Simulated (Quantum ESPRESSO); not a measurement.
# Kohn-Sham bands of SnO2 (rutile)

```yaml
crystal:
  lattice:
    - [4.76482, 0.00000, 0.00000]
    - [0.00000, 4.76482, 0.00000]
    - [0.00000, 0.00000, 3.20750]
  atoms:
    - { symbol: Sn, position: [0.50000, 0.50000, 0.50000] }
    - { symbol: Sn, position: [0.00000, 0.00000, 0.00000] }
    - { symbol: O, position: [0.19403, 0.80597, 0.50000] }
    - { symbol: O, position: [0.80597, 0.19403, 0.50000] }
    - { symbol: O, position: [0.69403, 0.69403, 0.00000] }
    - { symbol: O, position: [0.30597, 0.30597, 0.00000] }
```

Materials Project entry mp-856; symmetrised, unrelaxed at this level. COD (Crystallography Open Database) has an entry of this formula and space group (matched by these alone). Computed values, not measurements, from PBEsol: Quantum ESPRESSO (norm-conserving PseudoDojo potentials, cutoff 68 Ry, spinors with spin-orbit coupling) on a Γ-centred 4×4×6 mesh, then Wannier90. Density: 6×6×10 mesh, cold smearing 0.01 Ry.

Task: List the Kohn-Sham levels between −8 and 4.0 eV relative to the valence-band maximum at the high-symmetry points, as a band run of pw.x on that density gives them (levels within 2 meV counted together).

Result: 
```csv
point,k (reciprocal lattice),levels (eV)
Γ,0.000 0.000 0.000,"-4.15 (×2), -4.06 (×2), -3.97 (×2), -3.10 (×2), -2.05 (×2), -1.97 (×2), -1.29 (×2), -1.28 (×2), -0.80 (×2), -0.78 (×2), 0.00 (×2), 0.95 (×2)"
X,0.000 0.500 0.000,"-6.61 (×4), -3.14 (×4), -2.98 (×4), -2.00 (×4), -1.24 (×4), -0.64 (×4)"
M,0.500 0.500 0.000,"-5.57 (×4), -3.93 (×4), -3.05 (×4), -2.00 (×4), -1.36 (×4), -0.89 (×4)"
Z,0.000 0.000 0.500,"-7.25 (×4), -4.27 (×4), -3.80 (×4), -2.69 (×4), -1.65 (×4), -1.25 (×4)"
R,0.000 0.500 0.500,"-6.95 (×4), -5.69 (×2), -5.53 (×2), -4.24 (×2), -4.22 (×2), -1.75 (×2), -1.75 (×2), -1.10 (×2), -1.09 (×2), -0.75 (×2), -0.74 (×2)"
A,0.500 0.500 0.500,"-5.03 (×4), -2.63 (×4), -2.44 (×4), -0.96 (×4), -0.82 (×4)"
```
